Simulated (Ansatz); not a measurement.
# BaTiO3 with sulfur replacing O: gradients before and after relaxing the atoms

Start: a supercell of BaTiO3 (cubic perovskite type, Pm-3m) built from a refined structure from the COD, with all atoms left at the host's positions.

Space group I4/mmm (No. 139); a = 8.0120, c = 8.0120 Å.

| site | Wyckoff | site symmetry | x | y | z |
| --- | --- | --- | --- | --- | --- |
| Ba | 8h | m.2m | 0.7500 | 0.2500 | 0.0000 |
| Ti5 | 4e | 4mm | 0.0000 | 0.0000 | 0.7500 |
| Ti6 | 4d | -4m2 | 0.5000 | 0.0000 | 0.7500 |
| S | 2a | 4/mmm | 0.0000 | 0.0000 | 0.0000 |
| O10 | 4c | mmm. | 0.5000 | 0.0000 | 0.0000 |
| O12 | 2b | 4/mmm | 0.0000 | 0.0000 | 0.5000 |
| O13 | 16n | .m. | 0.0000 | 0.2500 | 0.7500 |

One atom of each set is listed; the run and its k-mesh use a cell of 20 atoms with edges of 6.94, 6.94, 6.94 Å.

The numbers come from a DFT calculation in Ansatz (PBE, plane waves and PAW, scalar-relativistic, 420 eV cutoff, Γ-centred 3×3×3 k-points, Fermi–Dirac smearing 0.01 eV).

The largest force at the start is 7.8 eV/Å. Relaxing the ions at fixed cell moves them by 0.171 Å at most (atom 5, Ti) and 0.081 Å rms. End positions:

Ba (0.7467, 0.2533, 0.0000)
Ti5 (0.0000, 0.0000, 0.7286)
Ti6 (0.5000, 0.0000, 0.7500)
S (0.0000, 0.0000, 0.0000)
O10 (0.5000, 0.0000, 0.0000)
O12 (0.0000, 0.0000, 0.5000)
O13 (0.0000, 0.2510, 0.7387)

| site | moved (Å) | first shell before | first shell after | V_zz before (10²¹ V/m²) | η before |
| --- | --- | --- | --- | --- | --- |
| Ba | 0.037 | 1 S at 2.83 Å, 11 O at 2.83 Å | 11 O at 2.75–2.92 Å, 1 S at 2.87 Å | -0.99 | 0.82 |
| Ti5 | 0.171 | 1 S at 2.00 Å, 5 O at 2.00 Å | 5 O at 1.83–2.01 Å, 1 S at 2.17 Å | -4.40 | 0.00 |
| Ti6 | 0.000 | 6 O at 2.00 Å | 6 O at 2.00 Å | -0.095 | 0.00 |
| S | 0.000 | 2 Ti at 2.00 Å, angle 180° | 2 Ti at 2.17 Å, angle 180° | -4.45 | 0.00 |
| O10 | 0.000 | 2 Ti at 2.00 Å, angle 180° | 2 Ti at 2.00 Å, angle 180° | 2.68 | 0.21 |
| O12 | 0.000 | 2 Ti at 2.00 Å, angle 180° | 2 Ti at 1.83 Å, angle 180° | 1.51 | 0.00 |
| O13 | 0.091 | 2 Ti at 2.00 Å, angle 180° | 2 Ti at 2.00–2.01 Å, angle 180° | 2.57 | 0.11 |

Question: What are V_zz and η after the relaxation?

Answer: 

```tsv
site	V_zz after	η after	change of V_zz
Ba	-0.55	0.20	+0.44
Ti5	-5.52	0.00	-1.12
Ti6	-0.092	0.00	0.00
S	-0.56	0.00	+3.89
O10	2.71	0.76	+0.03
O12	-0.20	0.00	-1.71
O13	2.72	0.02	+0.15
```

The largest change of V_zz is on S, from -4.45 to -0.56. In per cent, |V_zz| changes by -45 on Ba, +25 on Ti, -87 on S, +1 to +6 on O (all sites that start above 0.5, bar those whose gradient vanishes or changes sign or whose main axis turns by over 40°). On O10, Ba V_xx and V_yy change places (or their axes turn by over 50°), so the two values of η hide a larger change. V_zz changes sign on O12 (same axis).

The defect repeats with the cell of 20 atoms, so it feels its images: sites between two images don't show the values beside a lone defect, and zeros or small values of η there can come from the images' arrangement. O carries a gradient in the pure host already, so the values there aren't the defect's effect alone. This high-symmetry form of BaTiO3 is unstable when cold, to polar off-centring of Ti. The symmetry of the cell holds that distortion back, wholly or in part, and it would change the field gradients, the more the larger the distortion.
Before: Without spin–orbit coupling (the program notes it for Ba) the gradients are little affected as a rule: paired runs on crystals with a gap mostly move them by under 2 % at such atoms. The cell keeps the host's lattice, where the PBE pressure is 13 GPa. The neighbours have not yet relaxed around the defect (largest force 7.8 eV/Å), so the values at and beside it are those of a strained start, not of the defect in a real crystal.
After: The relaxation keeps the site symmetry 4/mmm of the start, so the impurity can't leave its site, and an angle of 180° at it is imposed, not found; a start off the site could end lower. Without spin–orbit coupling (the program notes it for Ba) the gradients can shift somewhat, as the gap is small. The cell keeps the host's lattice, where the PBE pressure is 12 GPa.
